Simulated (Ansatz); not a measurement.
Here is the system:

BePd:
```xyz
2
Lattice="2.7724 0.0000 0.0000 0.0000 2.7724 0.0000 0.0000 0.0000 2.7724" Properties=species:S:1:pos:R:3 pbc="T T T"
Be     0.0000     0.0000     0.0000
Pd     1.3862     1.3862     1.3862
```

This is the LDA-relaxed structure.

### Question
All from the program Ansatz at the LDA level (PAW), unless another level is named. Estimate the formation energy from the elements (no fitted shifts).

### Answer
-0.63 eV/atom.

### Question
Predict the density of states at the Fermi level.

### Answer
0.48 states/eV per atom (mean over ±0.08 eV).

Space group Pm-3m (CsCl type). The first step of the workflow began from a Materials Project structure, measured or hypothetical; the Crystallography Open Database files this formula in space group No. 221, but the cells were not matched. Whether it is the stable phase at ambient conditions was not checked. The LDA relaxation kept the symmetry of its start; of distortions, only those at the zone centre were tested. No spin polarisation was allowed. The references are the lowest solids computed at this level, not always the standard phases. Scalar-relativistic: spin–orbit coupling is off unless named, which matters more the heavier the elements.

Potentials: the later of the program's two PAW sets.
